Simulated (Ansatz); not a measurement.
## ReP in the rocksalt structure

Level of theory: DFT, r²SCAN, scalar-relativistic, no spin polarisation; plane waves to 500 eV with PAW datasets (Ansatz 0.2.0), Γ-centred 12×12×12 mesh, 0.05 eV Gaussian smearing. The datasets are Ansatz's generated set soft_2.

```yaml
crystal:
  lattice:
    - [0.00000, 2.44585, 2.44585]
    - [2.44585, 0.00000, 2.44585]
    - [2.44585, 2.44585, 0.00000]
  atoms:
    - { symbol: Re, position: [0.50000, 0.50000, 0.50000] }
    - { symbol: P, position: [0.00000, 0.00000, 0.00000] }
```

The start was a prototype's sites filled with these elements, not a measured cell.

The run above is the reference. The same cell was run again with other input settings; several of them aren't fit for production, so the rows show the settings' effect and aren't properties of the material.

```tsv
keys changed	outcome	ΔE (meV/atom)	P (GPa)	gap on the mesh (eV)	cell moment (μB)	largest force component (eV/Å)	SCF iterations	rough core-seconds	new warnings
none (reference)	converged	0.0	0.0	metal	–	0.000	–	–	–
scf.eigensolver.kind: "davidson"; basis.precision: "f64"; hamiltonian.hubbard: {"sites": [{"species": "Re", "l": "d", "u_eff": 1.0}], "double_counting": "fll"}	converged	–	-0.6	metal	–	0.000	7	9	filled band counts differ across k points
scf.occupations.method: "gaussian" → "methfessel_paxton"; scf.occupations.width: 0.05 → 0.005; basis.ecutwfc: 500 → "40.4 Ry"; scf.initial_density.chi_scale: 0.3	converged	-0.4	0.0	metal	–	0.000	8	6	–
hamiltonian.xc: "r2scan" → "pbesol"	converged	–	-3.3	metal	–	0.000	6	3	–
scf.eigensolver.kind: "davidson"; basis.ecutwfc: 500 → "18.4 Ry"	converged	669.8	3.0	metal	–	0.000	7	2.2	cutoff below recommended
scf.mixing.algorithm: "anderson"; scf.mixing.beta: 0.1	converged	0.0	0.0	metal	–	0.000	9	5	–
```

ΔE is the energy with the smearing extrapolated to zero. It is left out where the change alters the Hamiltonian or the spin treatment. The varied runs start from atomic densities (corrected by the program's trained start where that serves), with the default search for lower states unless a row changes it.

Task: What happens with these changes: kpoints.mp_grid.grid: [12, 12, 12] → [4, 4, 4]?

Result: outcome converged, ΔE (meV/atom) 32.4, P (GPa) 2.2, gap on the mesh (eV) metal, largest force component (eV/Å) 0.000, SCF iterations 6, rough core-seconds 1.6.

Task: What happens with these changes: hamiltonian.dispersion: "d3bj"; scf.mixing.preconditioner: "kerker"?

Result: outcome converged, P (GPa) -3.0, gap on the mesh (eV) metal, largest force component (eV/Å) 0.000, SCF iterations 6, rough core-seconds 6, new warnings dispersion damping borrowed.

The pair part of a dispersion correction pulls inward (a three-body part mostly pushes out), and in metals and ionic crystals with large ions it often overbinds.

2 further runs (cut off, refused for memory, with changed atoms or starts, or in doubt) are left out.

Of the reference: Scalar-relativistic only: spin–orbit splittings of the heavy atoms' levels are missing. A displaced or strained copy of the relaxed cell lay 5.1 meV/atom lower, so the structure isn't a true minimum at this level, unless the mesh, which matters in a metal, makes it so.
